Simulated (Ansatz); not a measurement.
## Band table of Pt (fcc type)

```
Pt
1.0
     0.00000    1.95969    1.95969
     1.95969    0.00000    1.95969
     1.95969    1.95969    0.00000
Pt
1
Cartesian
  0.0000 0.0000 0.0000
```

The base cell comes from a relaxation on PAW files under the same functional.

Level of theory: DFT with PBEsol, scalar-relativistic, in Ansatz 0.2.0; a Γ-centred 18×18×18 k mesh, Fermi–Dirac smearing of 0.08 eV, no spin polarisation. LAPW: all electrons, basis error target 1 meV/atom.

Spin–orbit coupling is left out, which matters for the heavy atoms.

Path points, in fractions of the reciprocal vectors: Γ (0.000, 0.000, 0.000), X (0.500, 0.000, 0.500), U (0.625, 0.250, 0.625), K (0.375, 0.375, 0.750), L (0.500, 0.500, 0.500), W (0.500, 0.250, 0.750). The distance column jumps between branches of the path. Levels in eV from the Fermi level; bands 17 to 24, counted from the lowest band of the run. The gap is zero, the pressure -0.08 GPa.

```
# k(1/Å) point b17 b18 b19 b20 b21 b22 b23 b24
0.000 Γ -10.33 -3.83 -3.83 -3.83 -1.65 -1.65 14.53 19.48
0.229 - -10.06 -4.02 -3.69 -3.69 -1.85 -1.57 14.97 18.76
0.458 - -9.27 -4.49 -3.27 -3.27 -2.37 -1.36 16.16 17.85
0.687 - -8.13 -5.12 -2.93 -2.59 -2.59 -1.05 17.47 17.89
0.916 - -7.13 -5.74 -2.91 -1.70 -1.70 -0.68 15.93 15.93
1.145 - -6.88 -6.25 -1.61 -0.72 -0.72 -0.33 13.67 13.67
1.374 - -7.05 -6.58 -0.08 0.13 0.13 0.45 10.52 11.97
1.603 X -7.16 -6.69 0.01 0.49 0.49 1.69 8.86 11.32
1.684 - -7.13 -6.67 -0.03 0.19 0.48 2.03 8.77 11.27
1.765 - -7.06 -6.60 -0.36 -0.14 0.44 2.67 8.50 11.14
1.846 - -6.95 -6.48 -0.93 -0.32 0.36 3.41 8.09 10.96
1.927 - -6.81 -6.31 -1.48 -0.54 0.26 4.19 7.56 10.75
2.008 - -6.66 -6.08 -2.00 -0.79 0.14 5.00 6.95 10.53
2.089 - -6.50 -5.82 -2.47 -1.06 -0.01 5.83 6.32 10.31
2.170 U -6.34 -5.54 -2.91 -1.33 -0.18 5.68 6.69 10.08
3.152 K -6.34 -5.54 -2.91 -1.33 -0.18 5.68 6.69 10.08
3.394 - -5.83 -4.83 -3.95 -2.05 -0.80 3.92 9.35 9.64
3.637 - -5.72 -4.58 -4.45 -2.51 -1.51 2.38 10.20 12.08
3.880 - -6.59 -4.80 -3.94 -2.64 -2.24 0.81 12.05 14.69
4.123 - -7.92 -4.68 -3.49 -2.89 -2.48 -0.59 14.25 16.54
4.366 - -9.16 -4.34 -3.42 -3.40 -2.14 -1.42 16.14 16.22
4.609 - -10.03 -3.99 -3.72 -3.69 -1.79 -1.63 15.01 18.23
4.852 Γ -10.33 -3.83 -3.83 -3.83 -1.65 -1.65 14.53 19.48
5.050 - -10.13 -3.93 -3.75 -3.75 -1.69 -1.69 14.85 18.46
5.249 - -9.54 -4.14 -3.56 -3.56 -1.76 -1.76 15.65 16.53
5.447 - -8.70 -4.27 -3.44 -3.44 -1.65 -1.65 14.39 16.33
5.645 - -7.91 -3.97 -3.52 -3.52 -1.22 -1.22 12.01 15.95
5.844 - -7.51 -3.69 -3.69 -2.93 -0.64 -0.64 9.40 15.01
6.042 - -7.42 -3.84 -3.84 -1.44 -0.15 -0.15 6.98 14.33
6.240 L -7.41 -3.90 -3.90 -0.58 0.04 0.04 5.82 14.10
6.402 - -7.29 -4.00 -3.79 -1.42 0.02 1.00 5.77 14.32
6.564 - -6.94 -4.28 -3.49 -2.37 -0.05 2.31 5.65 14.85
6.726 - -6.42 -4.67 -3.17 -3.01 -0.15 3.68 5.52 15.17
6.888 - -5.82 -5.07 -3.80 -2.44 -0.21 5.09 5.49 13.66
7.050 - -5.42 -5.24 -4.25 -2.05 -0.06 5.69 6.47 11.54
7.212 - -5.65 -4.79 -4.52 -1.99 0.31 6.30 7.67 9.52
7.374 W -5.73 -4.61 -4.61 -2.03 0.50 7.07 8.23 8.23
7.488 - -5.83 -5.16 -4.00 -1.89 0.50 7.12 7.31 9.07
7.603 - -6.10 -5.62 -3.31 -1.54 0.50 6.32 7.28 9.78
7.717 - -6.42 -6.00 -2.56 -1.09 0.50 5.29 7.53 10.36
7.832 - -6.72 -6.30 -1.76 -0.65 0.49 4.26 7.89 10.80
7.946 - -6.95 -6.52 -0.91 -0.30 0.49 3.23 8.31 11.09
8.061 - -7.10 -6.65 -0.07 -0.05 0.49 2.27 8.69 11.26
8.175 X -7.16 -6.69 0.01 0.49 0.49 1.69 8.86 11.32
```
